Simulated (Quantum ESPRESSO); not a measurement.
# Band energies of CsLiWO$_{4}$

```xyz
7
Lattice="-2.9985 2.9985 4.4084 2.9985 -2.9985 4.4084 2.9985 2.9985 -4.4084" Properties=species:S:1:pos:R:3 pbc="T T T"
Li     0.0000     2.9985     2.2042
O      0.2359     1.4687     3.3688
O      1.4687    -0.2359     5.4480
O      2.7626     1.5298    -1.0396
O      1.5298     3.2345     1.0396
Cs     0.0000     0.0000     0.0000
W      0.0000     0.0000     4.4084
```

PBEsol (Quantum ESPRESSO, PseudoDojo norm-conserving, 84 Ry, scalar-relativistic); path ΓXYSΓZS1NPY1Z,XP; energies in eV from the valence-band maximum.

| k (1/Å) | point | band 21 | band 22 | band 23 | band 24 | band 25 | band 26 | band 27 | band 28 |
|---|---|---|---|---|---|---|---|---|---|
| 0.00 | Γ | -1.24 | -1.24 | -0.08 | 0.00 | 0.00 | 4.50 | 4.99 | 5.02 |
| 0.25 |  | -1.13 | -1.08 | -0.15 | -0.08 | -0.05 | 4.81 | 5.06 | 5.09 |
| 0.74 | X | -0.68 | -0.63 | -0.42 | -0.30 | -0.29 | 4.82 | 5.31 | 6.00 |
| 0.74 | Y | -0.92 | -0.73 | -0.37 | -0.34 | -0.21 | 4.96 | 5.22 | 5.98 |
| 1.02 | S | -0.84 | -0.78 | -0.40 | -0.30 | -0.21 | 4.95 | 5.23 | 6.01 |
| 1.21 |  | -0.97 | -0.85 | -0.43 | -0.24 | -0.13 | 5.03 | 5.17 | 5.92 |
| 1.60 |  | -1.22 | -1.15 | -0.12 | -0.06 | -0.02 | 4.73 | 5.01 | 5.05 |
| 1.79 | Γ | -1.24 | -1.24 | -0.08 | 0.00 | 0.00 | 4.50 | 4.99 | 5.02 |
| 2.14 |  | -0.97 | -0.97 | -0.24 | -0.11 | -0.11 | 4.83 | 5.16 | 5.40 |
| 2.50 | Z | -0.65 | -0.65 | -0.42 | -0.29 | -0.29 | 4.80 | 5.29 | 6.15 |
| 2.50 | S1 | -0.84 | -0.78 | -0.40 | -0.30 | -0.21 | 4.95 | 5.23 | 6.01 |
| 2.79 |  | -0.96 | -0.88 | -0.44 | -0.34 | -0.05 | 5.05 | 5.18 | 5.92 |
| 2.93 | N | -0.99 | -0.88 | -0.45 | -0.35 | -0.02 | 5.06 | 5.18 | 5.90 |
| 3.28 |  | -0.96 | -0.74 | -0.38 | -0.33 | -0.18 | 5.01 | 5.18 | 5.90 |
| 3.46 | P | -0.96 | -0.68 | -0.34 | -0.30 | -0.29 | 4.98 | 5.21 | 5.89 |
| 3.58 |  | -0.89 | -0.68 | -0.35 | -0.33 | -0.25 | 4.96 | 5.22 | 5.91 |
| 3.70 |  | -0.85 | -0.71 | -0.36 | -0.35 | -0.22 | 4.94 | 5.24 | 5.95 |
| 3.95 | Y1 | -0.92 | -0.73 | -0.37 | -0.34 | -0.21 | 4.96 | 5.22 | 5.98 |
| 4.22 |  | -0.71 | -0.67 | -0.41 | -0.30 | -0.27 | 4.84 | 5.27 | 6.10 |
| 4.35 | Z | -0.65 | -0.65 | -0.42 | -0.29 | -0.29 | 4.80 | 5.29 | 6.15 |
| 4.35 | X | -0.68 | -0.63 | -0.42 | -0.30 | -0.29 | 4.82 | 5.31 | 6.00 |
| 4.47 |  | -0.74 | -0.64 | -0.40 | -0.30 | -0.29 | 4.85 | 5.29 | 5.97 |
| 4.70 | P | -0.96 | -0.68 | -0.34 | -0.30 | -0.29 | 4.98 | 5.21 | 5.89 |

The PBEsol gap is direct, 4.50 eV at Γ.

Spin-orbit coupling is left out, which matters for elements this heavy: edges can move by tenths of an eV.

Geometry of the Materials Project entry, not relaxed at this level.

The structure is a Materials Project entry; no match was found in the copy of COD used, and its stability was not checked.
